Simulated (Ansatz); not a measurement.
A plane-wave DFT run in Ansatz 0.2.0 (scalar-relativistic PAW potentials unless the input names others): input and command.

```yaml
crystal:
  lattice:
    - [3.85725811, 0.0, 0.0]
    - [-1.928629055, 3.3404835122, 0.0]
    - [0.0, 0.0, 6.2535358493]
  atoms:
    - { symbol: Cr, position: [0.0, 0.0, 0.5], spin: 3.31 }
    - { symbol: Te, position: [0.3333333333, 0.6666666667, 0.2535337812], spin: -0.18 }
    - { symbol: Te, position: [0.6666666667, 0.3333333333, 0.7464662188], spin: -0.18 }
basis:
  ecutwfc: 500
kpoints:
  mp_grid: { grid: [12, 12, 8] }
hamiltonian:
  xc: r2scan
scf:
  occupations: { method: gaussian, width: 0.1 }
  max_iter: 5
output:
  forces: true
  eigenvalues: true
  stress: true
magnetization:
  spin_polarized: true
```

```bash
ansatz run input.yaml --threads 1 --pin off --max-ram 2560MiB --backend cpu --events-out ev --progress --plain --runs-dir out
```

Abridged log:
```
Basis set: ecut = 500 eV, 1997 PW (Γ), exchange–correlation on 120×120×192 points (64 copies of the dense FFT grid, shifted against one another)
Bands: 30, of which v1, the nominal top of the filled ones, is band 23 counted from 1 (22 counted from 0)
Symmetry: 12 space group operations
k-points: 131 of 1152
SCF iter   1: F=—  HF=-17373.263328 eV  |F-HF|=—  |Δ(HF+E_count)|=         —  Δρ=3.33e-2 (↑3.33e-2 ↓2.81e-2) dr2=2.89e0  dr2_τ=1.42e-2  dr2_m=7.36e-2  M=2.544 μB ∫|m|=3.498 μB  β_m=1.00  ethr=3.10e-3  ⟨swp⟩=6.2  Hψ=33793  notcnv=0
Mixer restart at iter 1: flushing history
spin=Collinear: Kerker preconditioning applied to the charge; magnetization (m = ρ↑ − ρ↓) channel mixes plain (no charge-response kernel on spin).
SCF iter   2: F=—  HF=-17373.354314 eV  |F-HF|=—  |Δ(HF+E_count)|=   9.10e-2  Δρ=1.94e-2 (↑1.16e-2 ↓1.94e-2) dr2=8.09e-1  dr2_τ=4.04e-3  dr2_m=2.97e-2  M=2.557 μB ∫|m|=3.649 μB  β_m=1.00  ethr=3.10e-3  ⟨swp⟩=2.6  Hψ=17424  notcnv=0  defer=534  κ⁻¹=1.0e0(r=1)
SCF iter   3: F=—  HF=-17373.414524 eV  |F-HF|=—  |Δ(HF+E_count)|=   6.02e-2  Δρ=7.11e-3 (↑7.11e-3 ↓6.82e-3) dr2=1.31e-1  dr2_τ=1.96e-3  dr2_m=1.83e-3  M=2.576 μB ∫|m|=3.742 μB  β_m=1.00  ethr=1.76e-3  ⟨swp⟩=8.4  Hψ=60453  notcnv=0  κ⁻¹=5.4e-2(r=2)
SCF iter   4: F=—  HF=-17373.435555 eV  |F-HF|=—  |Δ(HF+E_count)|=         —  Δρ=4.87e-3 (↑4.87e-3 ↓4.72e-3) dr2=6.92e-2  dr2_τ=9.93e-4  dr2_m=1.55e-3  M=2.574 μB ∫|m|=3.847 μB  β_m=1.00  ethr=2.85e-4  ⟨swp⟩=6.7  Hψ=54411  notcnv=0
Mixer restart at iter 4: flushing history
SCF iter   5: F=—  HF=-17373.441004 eV  |F-HF|=—  |Δ(HF+E_count)|=   5.45e-3  Δρ=3.46e-3 (↑3.39e-3 ↓3.46e-3) dr2=4.80e-2  dr2_τ=4.50e-4  dr2_m=1.14e-4  M=2.570 μB ∫|m|=3.882 μB  β_m=1.00  ethr=1.50e-4  ⟨swp⟩=6.2  Hψ=49326  notcnv=0  κ⁻¹=1.0e0(r=1)
```

What should be changed?

The fault is too few SCF iterations (scf.max_iter: not typed → 5, the first being the value of the sound run). Setting it back cures it. The log, from which this was withheld above, says: «Error: did not converge after 5 iterations: dr2 = 4.80e-2 (threshold 1.00e-7), under the density mixer `broyden`, which `scf.mixing.algorithm: auto` chose by the deck's other keys (type `scf.mixing.algorithm: broyden` to keep it); raise `scf.max_iter`, which need not help a stalled SCF, or adjust the mixing (`scf.mixing`) or, under a smearing, its width (`scf.occupations.width` …» The run stopped without converging. A reference run on usual settings, whose relaxation ended at this geometry, converged, and the end of its own relaxation has pressure 0.00 GPa, largest force 0.000 eV/Å, no gap on the mesh.

The run took 100 s on 1 thread of Arm Neoverse V1, on a shared host, peak memory 0.87 GiB.